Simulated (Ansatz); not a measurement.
Data:

Sc2Al:
```
CELL_PARAMETERS angstrom
      4.79553     0.00000     0.00000
     -2.39776     4.15305     0.00000
      0.00000     0.00000     6.00321
ATOMIC_POSITIONS crystal
  Sc 0.00000 0.00000 0.00000
  Sc 0.00000 0.00000 0.50000
  Sc 0.33333 0.66667 0.75000
  Sc 0.66667 0.33333 0.25000
  Al 0.33333 0.66667 0.25000
  Al 0.66667 0.33333 0.75000
```

This is the LDA-relaxed structure. x, y and z are the axes in which the lattice vectors are written.

Question: All from LDA in the plane-wave PAW code Ansatz, unless another level is named. Predict the Young's modulus.

Answer: 123 GPa.

Question: What about the highest zone-centre frequency?

Answer: 313 cm⁻¹.

Question: What about the elastic constants (relaxed ions, GPa)?

Answer: C11 = 150, C12 = 65.6, C13 = 31.3, C33 = 151, C44 = 51.4.

Space group P6_3/mmc. The workflow started from a Materials Project entry (that database holds measured and hypothetical structures alike); the Crystallography Open Database copy checked does not list it. Whether it is the stable phase at ambient conditions was not checked. The cell was relaxed with LDA under the symmetry of its start; its stability against distortions is not shown here. No spin polarisation was allowed. As this level gives no gap, shear constants depend on the k-mesh and smearing (Fermi–Dirac, 0.1 eV here). As this level gives no gap, phonon frequencies hold no LO–TO term and depend on the k-mesh and smearing (Fermi–Dirac, 0.1 eV here).

Potentials: the later of the program's two PAW sets.
